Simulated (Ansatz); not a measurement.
## Exchange couplings of GdTl (Pm-3m)

```xyz
4
Lattice="0.0000 3.8136 3.8136 3.8136 0.0000 0.0000 0.0000 3.8136 -3.8136" Properties=species:S:1:pos:R:3 pbc="T T T"
Gd    0.0000    0.0000    0.0000
Gd    0.0000    3.8136    0.0000
Tl    1.9068    1.9068    1.9068
Tl    1.9068    1.9068   -1.9068
```

The geometry is a structure from the Materials Project, repeated to hold the magnetic orders, held fixed and not relaxed.

Settings: LDA, 6×8×6 k mesh, Fermi–Dirac smearing of 0.025 eV. PAW means Ansatz 0.2.0 on its default frozen-core files. Site moments are integrated in spheres about the atoms. Start moments (μB): Gd1 7, Gd2 -7.

Site moments (μB): Gd1 7.00, Gd2 -7.00, Tl3 0.00, Tl4 0.00. Cell moment 0.00 μB.

Couplings come from the force theorem (directions of the magnetic atoms constrained, all else relaxed) on a 6×8×6 mesh, with E = −Σ J e_i·e_j over ordered pairs of unit vectors, so positive J favours parallel moments.

```csv
pair,count,J PAW (meV)
"Gd1–Gd at 3.81 Å, set 1",2,+5.32
"Gd1–Gd at 3.81 Å, set 2",4,+6.71
"Gd1–Gd at 5.39 Å, set 1",4,+0.59
"Gd1–Gd at 5.39 Å, set 2",8,-0.57
Gd1–Gd at 6.61 Å,8,-1.66
"Gd1–Gd at 7.63 Å, set 1",4,+1.54
"Gd1–Gd at 7.63 Å, set 2",2,+1.24
"Gd1–Gd at 8.53 Å, set 1",8,+0.10
"Gd1–Gd at 8.53 Å, set 2",8,+0.67
"Gd1–Gd at 8.53 Å, set 3",8,+0.45
"Gd1–Gd at 9.34 Å, set 1",8,+0.37
"Gd1–Gd at 9.34 Å, set 2",16,+0.09
"Gd1–Gd at 10.79 Å, set 1",4,+0.40
"Gd1–Gd at 10.79 Å, set 2",8,+0.21
"Gd1–Gd at 11.44 Å, set 1",8,+0.19
"Gd1–Gd at 11.44 Å, set 2",2,+0.04
"Gd1–Gd at 11.44 Å, set 3",16,+0.28
"Gd1–Gd at 11.44 Å, set 4",4,+0.16
```

Pairs at one distance with different couplings are listed as sets.

The program reports that this state isn't the lowest of its own couplings. The gain of the softest rotation is smaller than what its band sum leaves out of a whole turn, though, so more bands could change its sign.

The couplings come from one mesh, and their convergence in k wasn't tested.

The PAW files were made with PBE; the program remakes their cores once for the run's functional and then keeps them frozen. Without U a semilocal functional puts the f levels too near the Fermi level, which can change moments and the order of magnetic states; site and cell moments are spin moments. The Ansatz runs typed with the search for lower states off end where their start leads. Spin–orbit coupling is left out although heavy atoms are present. With open f shells a run can end in a state that isn't the lowest. The magnetic state is the one that this cell and start allow. It needn't be the compound's measured order, which may need a larger cell or be absent.
